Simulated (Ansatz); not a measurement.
HfO$_{2}$:
```
HfO2
1.0
    0.00000     2.52226     2.52226
    2.52226     0.00000     2.52226
    2.52226     2.52226     0.00000
Hf O
1 2
Direct
  0.00000   0.00000   0.00000
  0.75000   0.75000   0.75000
  0.25000   0.25000   0.25000
```

PBEsol (plane waves, PAW; program Ansatz) gives a gap of 3.69 eV without spin–orbit coupling, maximum at X, minimum at X.

**Question.** What happens when spin–orbit coupling is switched on?

**Answer.** The gap is nearly the same, to 3.69 eV; maximum at X, minimum at X.

**Question.** Give the electron effective mass with spin–orbit coupling.

**Answer.** 0.71, 0.71, 1.1 mₑ (principal values).

**Question.** Give the hole effective mass with spin–orbit coupling.

**Answer.** 0.28, 3.0, 3.0 mₑ (principal values).

Space group Fm-3m (fluorite). This is a known high-temperature phase of the composition, computed here at zero pressure and temperature. Symmetry was held in the PBEsol relaxation; its stability against distortions is not shown here. The run is not spin-polarised.

Potentials: the earlier of the program's two PAW sets.
